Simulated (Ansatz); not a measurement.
Data:

BP:
```cif
data_B3P3
_chemical_formula_sum 'B3 P3'
_space_group_name_H-M_alt 'P 1'
_space_group_IT_number 1
_cell_length_a 3.27859
_cell_length_b 3.27859
_cell_length_c 6.99604
_cell_angle_alpha 90.000
_cell_angle_beta 90.000
_cell_angle_gamma 120.000
loop_
_space_group_symop_operation_xyz
  'x, y, z'
loop_
_atom_site_label
_atom_site_type_symbol
_atom_site_fract_x
_atom_site_fract_y
_atom_site_fract_z
_atom_site_occupancy
B1 B 0.00000 0.50000 0.33333 1
B2 B 0.50000 0.50000 0.66667 1
B3 B 0.50000 0.00000 0.00000 1
P1 P 0.00000 0.50000 0.83333 1
P2 P 0.50000 0.50000 0.16667 1
P3 P 0.50000 0.00000 0.50000 1
```

This is the PBE-relaxed structure.

All from plane-wave PAW PBE (Ansatz code), unless another level is named. Give the electronic character.

no gap, with almost no states at the Fermi level (zero-gap or semimetallic).

And the formation energy from the elements (no fitted shifts)?

6.3 kJ/mol of atoms.

Space group P6_422. The start of the workflow was typed in or built on a structure type; neither database checked (COD, Materials Project) lists it. It is not the phase usual at ambient conditions (space group No. 216). The PBE relaxation kept the symmetry of its start; whether a distortion lowers the energy is not shown. The references are the lowest solids computed at this level, not always the standard phases.

Potentials: the earlier of the program's two PAW sets.
